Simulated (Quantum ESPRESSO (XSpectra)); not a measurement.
Quantum ESPRESSO (XSpectra) run for X-ray absorption at the O K edge of Si2N2O (Cmc2₁). Geometry: Materials Project entry mp-4497 (a computed structure). The cell is the entry's, not relaxed again. The ground-state test found a gap, so occupations are fixed and the excited electron is left out (charged cell on a uniform background); energies count from the highest occupied level. pw.x input:

```
&CONTROL
  calculation = 'scf'
  prefix = 'x'
  pseudo_dir = './pseudo'
  outdir = './out'
/
&SYSTEM
  ibrav = 0
  nat = 30
  ntyp = 4
  ecutwfc = 70
  tot_charge = 1
  occupations = 'fixed'
/
&ELECTRONS
  conv_thr = 3.0e-07
  mixing_beta = 0.4
/
ATOMIC_SPECIES
Oh 15.999 O.lda-tm-gipaw-star1s.UPF
Si 28.085 Si.lda-tm-gipaw.UPF
N 14.007 N.lda-tm-gipaw.UPF
O 15.999 O.lda-tm-gipaw.UPF
CELL_PARAMETERS angstrom
  -4.444855000    2.752055000   -4.858610000
  -4.444855000   -2.752055000    4.858610000
   0.000000000    5.504110000    4.858610000
ATOMIC_POSITIONS crystal
Si     0.449453333    0.196286667    0.523866667
Si     0.116120000    0.529620000    0.857200000
Si     0.782786667    0.862953333    0.190533333
Si     0.536746667    0.817513333    0.489933333
Si     0.203413333    0.150846667    0.823266667
Si     0.870080000    0.484180000    0.156600000
Si     0.803713333    0.550546667    0.523866667
Si     0.470380000    0.883880000    0.857200000
Si     0.137046667    0.217213333    0.190533333
Si     0.182486667    0.463253333    0.489933333
Si     0.849153333    0.796586667    0.823266667
Si     0.515820000    0.129920000    0.156600000
N      0.283606667    0.277873333    0.620753333
N      0.950273333    0.611206667    0.954086667
N      0.616940000    0.944540000    0.287420000
N      0.806380000    0.632140000    0.289260000
N      0.473046667    0.965473333    0.622593333
N      0.139713333    0.298806667    0.955926667
N      0.722126667    0.716393333    0.620753333
N      0.388793333    0.049726667    0.954086667
N      0.055460000    0.383060000    0.287420000
N      0.367860000    0.193620000    0.289260000
N      0.034526667    0.526953333    0.622593333
N      0.701193333    0.860286667    0.955926667
Oh     0.995810000    0.004190000    0.212910000
O      0.662476667    0.337523333    0.546243333
O      0.329143333    0.670856667    0.879576667
O      0.023330000    0.976670000    0.767950000
O      0.689996667    0.310003333    0.101283333
O      0.356663333    0.643336667    0.434616667
K_POINTS automatic
2 2 2 0 0 0
```

xspectra.x input:

```
&input_xspectra
  calculation = 'xanes_dipole'
  edge = 'K'
  prefix = 'x'
  outdir = './out'
  xonly_plot = .false.
  xiabs = 1
  xcoordcrys = .false.
  xepsilon(1) = 1.0
  xepsilon(2) = 0.0
  xepsilon(3) = 0.0
  xniter = 1500
  xcheck_conv = 50
  xerror = 0.002
  x_save_file = 'x0.sav'
/
&plot
  xnepoint = 451
  xemin = -5.0
  xemax = 40.0
  xgamma = 0.5
  terminator = .true.
  cut_occ_states = .true.
/
&pseudos
  filecore = 'core.wfc'
/
&cut_occ
  cut_desmooth = 0.1
  cut_stepl = 0.01
  cut_ierror = 1e-6
/
3 3 3 1 1 1
```

End of the pw.x output:

```
     2.8076   3.0261   3.1151   3.2008   3.2126   3.3432   3.6109   3.9426
     4.0517   4.1023   4.1565   4.5219   4.6343   4.7510   4.9815   5.0624

          k = 0.8028-0.4322-0.2448 ( 23806 PWs)   bands (ev):

   -20.1546 -13.4720 -13.3498 -13.2809 -13.1843 -13.0640 -11.3930 -10.9422
   -10.3560 -10.0806  -9.7695  -9.6390  -9.1729  -9.0439  -8.8730  -8.6277
    -8.6165  -8.4587  -8.1081  -4.6485  -4.5175  -4.3401  -4.0140  -3.5045
    -3.1128  -2.3560  -2.2133  -1.9337  -1.5970  -1.2178  -1.1428  -1.0103
    -0.9839  -0.8724  -0.8328  -0.7814  -0.3502  -0.2587   0.4443   0.5127
     0.5149   0.6458   0.7440   0.9364   1.2592   1.3550   1.5549   1.6146
     1.7672   1.9219   2.1695   2.2456   2.2845   2.4535   2.5844   2.7631
     2.7925   2.9740   3.1207   3.3652   3.3714   3.3983   3.4093   3.7225
     4.0247   4.0909   4.2427   4.5446   4.5454   4.6561   4.9945   5.0615

     highest occupied level (ev):     5.2161

!    total energy              =    -607.29533325 Ry
     estimated scf accuracy    <          6.5E-09 Ry

     The total energy is the sum of the following terms:
     one-electron contribution =    -205.19608026 Ry
     hartree contribution      =     181.22093245 Ry
     xc contribution           =    -200.90502195 Ry
     ewald contribution        =    -382.41516349 Ry

     convergence has been achieved in  13 iterations

     XML data file, charge density, pseudopotentials, collected wavefunctions
```

xspectra.x output, shortened:

```
... Begin STEP 1 ...

        Radial transition matrix element(s) used in the calculation of the
        initial vector of the Lanczos basis (|tilde{phi}_abs> normalized)
        | For PAW proj. (l=1) #1: radial matrix element =   0.141535429
        | For PAW proj. (l=1) #2: radial matrix element =   0.174719217

NB: the     7 k-point are not all listed below because npool=  4
        |-------------------------------------------------------------
        ! k-point #     1:  (-0.2676,  0.1441,  0.0816),  0.0741,   1
        |-------------------------------------------------------------
 okvan= F
        |   Norm of the initial Lanczos vector: 0.10086552E+00
        !   => CONVERGED at iter    750 with error=  0.00116911
        |-------------------------------------------------------------
        ! k-point #     2:  (-0.2676,  0.4322,  0.2448),  0.0741,   1
        |-------------------------------------------------------------
 okvan= F
        |   Norm of the initial Lanczos vector: 0.10086551E+00
        !   => CONVERGED at iter    700 with error=  0.00124800
        |-------------------------------------------------------------
        ! k-point #     3:  (-0.2676,  0.7204,  0.4080),  0.0741,   1
        |-------------------------------------------------------------
 okvan= F
        |   Norm of the initial Lanczos vector: 0.10086552E+00
        !   => CONVERGED at iter    750 with error=  0.00145289
        |-------------------------------------------------------------

        ...
... Begin STEP 2 ...

     The spectrum is calculated using the following parameters:
        energy-zero of the spectrum [eV]:    5.2161
        the occupied states are elimintate from the spectrum
        xemin [eV]:  -5.00
        xemax [eV]:  40.00
        xnepoint:  451
        constant broadening parameter [eV]:    0.500
        Core level energy [eV]:  -543.1
         (from electron binding energy of neutral atoms in X-ray data booklet)

     Cross-section successfully written in xanes.dat

     ... End STEP 2 ...

     xanes        :     23.67s CPU     23.79s WALL (       1 calls)

     -------------------------------------------------------------------------
                                END JOB XSpectra
     -------------------------------------------------------------------------
```

xanes.dat for the field along x, every fifth line (energy in eV, cross section):

```
   -5.000   5.7070e-04
   -4.500   6.1220e-04
   -4.000   6.5900e-04
   -3.500   7.1190e-04
   -3.000   7.7200e-04
   -2.500   8.4100e-04
   -2.000   9.2060e-04
   -1.500   1.0130e-03
   -1.000   1.1220e-03
   -0.500   1.2520e-03
    0.000   1.4080e-03
    0.500   1.5990e-03
    1.000   1.8360e-03
    1.500   2.1370e-03
    2.000   2.5280e-03
    2.500   3.0530e-03
    3.000   3.7840e-03
    3.500   4.8570e-03
    4.000   6.5440e-03
    4.500   9.4850e-03
    5.000   1.5400e-02
    5.500   2.9320e-02
    6.000   6.0160e-02
    6.500   9.3180e-02
    7.000   9.1200e-02
    7.500   8.7260e-02
    8.000   7.5050e-02
    8.500   6.6060e-02
    9.000   6.9050e-02
    9.500   6.0680e-02
   10.000   5.3960e-02
   10.500   4.9030e-02
   11.000   4.0230e-02
   11.500   3.0560e-02
   12.000   2.4850e-02
   12.500   2.0950e-02
   13.000   1.6670e-02
   13.500   1.4670e-02
   14.000   1.4900e-02
   14.500   1.6080e-02
   15.000   1.5810e-02
   15.500   1.4390e-02
   16.000   1.3660e-02
   16.500   1.4900e-02
   17.000   1.6540e-02
   17.500   1.6460e-02
   18.000   1.6310e-02
   18.500   1.7260e-02
   19.000   1.9700e-02
   19.500   2.1120e-02
   20.000   2.5910e-02
   20.500   2.9940e-02
   21.000   3.1860e-02
   21.500   3.0960e-02
   22.000   3.1720e-02
   22.500   3.4870e-02
   23.000   3.4230e-02
   23.500   3.0810e-02
   24.000   3.1800e-02
   24.500   3.5050e-02
   25.000   3.3980e-02
   25.500   3.7930e-02
   26.000   4.3290e-02
   26.500   4.0200e-02
   27.000   3.5280e-02
   27.500   3.3490e-02
   28.000   3.3940e-02
   28.500   3.1300e-02
   29.000   2.8330e-02
   29.500   2.9040e-02
   30.000   2.8440e-02
   30.500   2.9880e-02
   31.000   2.9320e-02
   31.500   2.6560e-02
   32.000   2.8140e-02
   32.500   3.2860e-02
   33.000   3.0510e-02
   33.500   2.6500e-02
   34.000   2.5980e-02
   34.500   2.5460e-02
   35.000   2.5280e-02
   35.500   2.4750e-02
   36.000   2.1930e-02
   36.500   1.9260e-02
   37.000   1.6710e-02
   37.500   1.6070e-02
   38.000   1.5190e-02
   38.500   1.4910e-02
   39.000   1.5060e-02
   39.500   1.4410e-02
   40.000   1.2600e-02
```
